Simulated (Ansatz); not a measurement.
Ga3Pt2 (La2O3 or Ni2Al3 type, space group No. 164) under volume change, r²SCAN in the plane-wave PAW code Ansatz, shape and atoms relaxed at each volume.

| V (Å³/atom) | E − E(relaxed) (meV/atom) | P (GPa) |
|---|---|---|
| 14.890 | 76.8 | 18.48 |
| 15.381 | 31.8 | 11.10 |
| 15.872 | 7.4 | 5.01 |
| 16.363 | 0.0 | 0.00 |
| 16.854 | 6.5 | -4.09 |
| 17.344 | 24.4 | -7.49 |
| 17.835 | 51.8 | -10.32 |

**Question.** What does a third-order Birch–Murnaghan fit give for V₀, B₀ and B′?

**Answer.** V₀ = 16.36 Å³/atom, B₀ = 151 GPa, B′ = 5.5.

Space group P-3m1 (La2O3 or Ni2Al3 type). The workflow started from an entry of the Crystallography Open Database (COD). Its standing as an ambient phase is unchecked. Symmetry was held in the r²SCAN relaxation; its stability against distortions is not shown here. The run is not spin-polarised. Scalar-relativistic: spin–orbit coupling is off unless named, which matters more the heavier the elements.

Potentials: the later of the program's two PAW sets.
